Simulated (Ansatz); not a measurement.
Si in space group Ia-3 (No. 206; Si on 16c) at seven volumes, r²SCAN (plane waves, PAW; program Ansatz), shape and atoms relaxed at each. One row is withheld.

```
V (Å³/atom)  P (GPa)
-----------  -------
16.706             ?
17.257          6.46
17.807          2.99
18.358          0.00
18.909         -2.54
19.459         -4.70
20.010         -6.55
```

Task: Fit the shown pressures and predict the withheld one.

Result: P = (3/2)B₀(x^(7/2) − x^(5/2))[1 + (3/4)(B′ − 4)(x − 1)] with x = (V₀/V)^(2/3). Least squares on the six rows gives V₀ = 18.359 Å³/atom, B₀ = 91.5 GPa, B′ = 4.29. At V = 16.706, x = 1.0649 and P = 10.58 GPa. The run itself gave 10.59 GPa.

The workflow started from an entry of the Crystallography Open Database (COD), which files this formula under 3 space groups. It is not the phase usual at ambient conditions (space group No. 227). The cell was relaxed with r²SCAN under the symmetry of its start; of distortions, only those at the zone centre were tested.

Potentials: the earlier of the program's two PAW sets.
